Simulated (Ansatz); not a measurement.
# Stability checks on a candidate for BeZn₅Se₆

The structure comes from a generated guess, relaxed at this level; another structure or a mixture of phases may lie lower.

All numbers below come from DFT PBE, scalar-relativistic, plane waves, PAW in Ansatz. Cutoff 420 eV, Γ-centred 6×6×4 mesh (12-atom cell), Gaussian smearing of 0.02 eV, no spin polarisation.

Space group P31m (No. 157). a = 6.890 Å, b = 6.890 Å, c = 6.539 Å, α = 90.00°, β = 90.00°, γ = 120.00°
```csv
atom,site,symmetry,x,y,z
Be,1a,3.m,0.0000,0.0000,0.0030
Zn,2b,3..,0.6667,0.3333,0.0051
Zn,3c,..m,0.0000,0.3251,0.5066
Se,2b,3..,0.6667,0.3333,0.3843
Se,1a,3.m,0.0000,0.0000,0.3503
Se,3c,..m,0.0000,0.3101,0.8861
```

Formation energies are uncorrected and refer to the elements' standard structures at the same level.

Problem. These tests were run: energy against the elements; random kick, then relaxation without symmetry; elastic tensor. What do they show?

Solution.

```
                                         test                   result
                  energy against the elements           −0.714 eV/atom
random kick, then relaxation without symmetry                  returns
                               elastic tensor  least eigenvalue 25 GPa
```

It fails none of these tests. Whether a mixture of other phases lies lower isn't tested here. Phonons away from Γ weren't computed.

The reference form of Se is held partly by dispersion forces, which this level lacks. The kick test ran on a coarse mesh. The run for the elastic tensor used a 6×6×4 k mesh.
